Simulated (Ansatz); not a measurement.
LiZn:
```yaml
crystal:
  lattice:
    - [0.00000, 3.04730, 3.04730]
    - [3.04730, 0.00000, 3.04730]
    - [3.04730, 3.04730, 0.00000]
  atoms:
    - { symbol: Zn, position: [0.00000, 0.00000, 0.00000] }
    - { symbol: Zn, position: [0.25000, 0.25000, 0.25000] }
    - { symbol: Li, position: [0.50000, 0.50000, 0.50000] }
    - { symbol: Li, position: [0.75000, 0.75000, 0.75000] }
```

Relaxed with r²SCAN.

Question: Map the electron localisation function on the plane through (0.000, 0.000, 0.000) spanned by u = [1, 0, 0] and v = [-1, 1, 1] in lattice vectors, from r²SCAN (plane waves, PAW; program Ansatz).

Answer: x is the fraction of u, y of v (the angle between them is 90°; rows are the nearest grid lines); atoms in the plane: Zn at (0.00, 0.00), Zn at (0.50, 0.25), Li at (0.00, 0.50), Li at (0.50, 0.75).
```
|    .::=========::.    |
|    .::=========::.    |
| ..:::--:.   .:--:::.. |
|..:::--:       :--:::..|
|::::--:   :=-   :--::::|
|====-:  .%@@@%.  :-====|
|====-:  .%@@@%.  :-====|
|-----:   +@@@+   :-----|
|...::..   -=-   ..::...|
|.    ....     ....    .|
|%#:   .:::::::::.   :#%|
|@@#   :---===---:   #@@|
|@@#  .-==-----==-.  #@@|
|%#:  :---:::::---:  :#%|
|.   .--:::::::::--.   .|
|..:---::..   ..::---:..|
|---==-::.     .::-==---|
|=====::.       .::=====|
|=====::.       .::=====|
|::::--::..   ..::--::::|
|..:::--::.....::--:::..|
| ..:::--:::::::--:::.. |
|    .:-===---===-:.    |
|    .::=========::.    |
```
Scale: ten equal steps from 0.000 (start of ' ') to 1.00 (end of '@'), in the order ' .:-=+*#%@'; x runs from 0.000 to 1.00, y from 0.000 (bottom) to 1.00 (top).

The density is the valence pseudo-density with augmentation charge, so density and ELF within about 1 Å of a nucleus are not all-electron values.

Space group Fd-3m. The workflow started from an entry of the Crystallography Open Database (COD). Whether it is the stable phase at ambient conditions was not checked. The cell was relaxed with r²SCAN under the symmetry of its start; its stability against distortions is not shown here.

Potentials: the later of the program's two PAW sets.
